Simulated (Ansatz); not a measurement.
The relaxed structure here is a generated cell of HfO2: the first start was made by placing the elements on the sites of a structure type, and the end was not matched to a known phase here, so it may be hypothetical. Known forms of HfO2 include space group No. 14, 29, 137, 225.

One stationary structure of HfO₂. Computed with PBEsol (plane waves to 420 eV, PAW, scalar-relativistic; Ansatz, an electronic-structure program).

```
CELL_PARAMETERS angstrom
      5.14798     0.00000     0.00000
      0.00000     5.14798     0.00000
      0.00000     0.00000     5.14798
ATOMIC_POSITIONS crystal
  Hf 0.00000 0.00000 0.00000
  Hf 0.50000 0.50000 0.00000
  Hf 0.00000 0.50000 0.50000
  Hf 0.50000 0.00000 0.50000
  O  0.33176 0.33176 0.33176
  O  0.83176 0.16824 0.66824
  O  0.66824 0.83176 0.16824
  O  0.16824 0.66824 0.83176
  O  0.66824 0.66824 0.66824
  O  0.16824 0.83176 0.33176
  O  0.33176 0.16824 0.83176
  O  0.83176 0.33176 0.16824
```

Q: Find the space group and the Wyckoff positions (tolerance 0.01 Å).

A: Space group Pa-3 (No. 205); a = b = c = 5.1480 Å, α = β = γ = 90.00°

```csv
atom,site,symmetry,x,y,z
Hf,4a,.-3.,0.0000,0.0000,0.0000
O,8c,.3.,0.3318,0.3318,0.3318
```

Q: Give the shortest distances between elements (the closest pairs, up to four, under 3.6 Å).

A: Hf–O 2.10 Å; O–O 2.71 Å.

The volume per atom is 11.37 Å³. The band gap is 3.82 eV, indirect (valence top at Γ, conduction bottom at R) (no spin-orbit coupling). The smallest direct gap comes out as 4.38 eV at Γ.

No spin polarisation in the result.

The run could not lose the symmetry of its start: the end is stationary, and may be a saddle point rather than a minimum.
